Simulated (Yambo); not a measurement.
A G0W0@PBEsol run in Yambo for YOF (space group P4/nmm, No. 129) (4×4×2 Γ-centred k mesh, 156 bands and a 8 Ry block in the screening, 156 bands in G with the Bruneval-Gonze terminator, plasmon pole fitted at 27.2 eV) gives these matrix elements, in eV, at the band edges ((0.25, 0.25, -0.5) → Γ):

| state | E0 | <Vxc> | <Σx> | <Σc(E0)> | Z |
|---|---|---|---|---|---|
| valence edge | 0.000 | -19.754 | -24.974 | 4.069 | 0.799 |
| conduction edge | 4.954 | -10.297 | -5.649 | -3.785 | 0.865 |

Q: Solve the linearised quasiparticle equation for both states, give the gap, and say how exchange and correlation each act on it.

A: E = E0 + Z(Σx + Σc − Vxc). Valence: 0.000 + 0.799 × (-24.974 + (4.069) − (-19.754)) = -0.92 eV. Conduction: 4.954 + 0.865 × (-5.649 + (-3.785) − (-10.297)) = 5.70 eV. The gap is 6.62 eV, against 4.95 eV in PBEsol. Replacing Vxc by bare exchange alone would open it by 9.87 eV; correlation takes back 7.85 eV of that, and Z scales what is left. Nearest settings tried, and what they do to the gap: 7 Ry block (173 vectors against 229): -74 meV. Not varied: bands in G, bands in W, mesh. So the settings aren't converged at that level. 

Geometry of the Materials Project entry, not relaxed at this level; primitive cell a = b = 3.832 Å, c = 5.447 Å, α = β = γ = 90.00°.

The structure is a Materials Project entry; no match was found in the copy of COD used, and its stability was not checked.
